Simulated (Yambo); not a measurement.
Sr2MgWO6 (space group Fm-3m, No. 225): one transition space (4×4×4 mesh, 17 valence and 6 conduction bands, Tamm-Dancoff) with different kernels in Yambo, on PBEsol orbitals; field along x. BSE alone uses the static screening with 87 bands and a 3 Ry block; its scissor and those of RPA and TDDFT come from G0W0, that of the TDHF-type run from bare exchange.

```csv
kernel,scissor (eV),direct gap with it (eV),lowest state (eV)
BSE (screened electron-hole attraction),1.87,4.65,?
RPA (no attraction),1.87,4.65,4.65 (dark)
"TDHF-type (unscreened attraction, exchange-only scissor)",10.69,13.47,?
```

Complete the blanks.


- BSE (screened electron-hole attraction), lowest state (eV): 3.64 (dark)
- TDHF-type (unscreened attraction, exchange-only scissor), lowest state (eV): 7.83 (dark)

RPA leaves the lowest state at the direct gap: no bound exciton. These are vertical excitations (zero momentum). Spin singlets only. Strong means a line over 3 % of the spectrum's maximum, dark under 0.03 %. Absolute energies carry the error of the G0W0 scissor, whose convergence isn't established. Convergence of the binding with the mesh was not shown.

Spin-orbit coupling is not included.

Geometry of the Materials Project entry, not relaxed at this level; primitive cell a = b = c = 5.678 Å, α = β = γ = 60.00°.

The structure is a Materials Project entry; no match was found in the copy of COD used, and its stability was not checked.
